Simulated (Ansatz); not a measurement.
Ba2NF:
```
CELL_PARAMETERS angstrom
      1.99726     1.15312     6.63838
     -1.99726     1.15312     6.63838
      0.00000    -2.30624     6.63838
ATOMIC_POSITIONS crystal
  Ba 0.75781 0.75781 0.75781
  Ba 0.24219 0.24219 0.24219
  N  0.50000 0.50000 0.50000
  F  0.00000 0.00000 0.00000
```

This is the r²SCAN-relaxed structure.

All from r²SCAN (plane waves, PAW; program Ansatz), unless another level is named. Predict the electron effective mass with spin–orbit coupling.

0.44, 0.44, 1.2 mₑ (principal values).

Next, the HSE06 gap on the r²SCAN cell?

1.91 eV.

And the hole effective mass with spin–orbit coupling?

1.4, 5.4, 8.6 mₑ (principal values).

And the valence-band maximum?

at F.

What about the weight of the valence-edge state by species (Voronoi cells)?

N 77 %, Ba 20 %, F 3 %.

Space group R-3m. The first step of the workflow began from a Materials Project structure, measured or hypothetical; the Crystallography Open Database copy checked does not list it. Whether it is the stable phase at ambient conditions was not checked. The r²SCAN relaxation kept the symmetry of its start; whether a distortion lowers the energy is not shown. Scalar-relativistic: spin–orbit coupling is off unless named, which matters more the heavier the elements.

Potentials: the later of the program's two PAW sets.
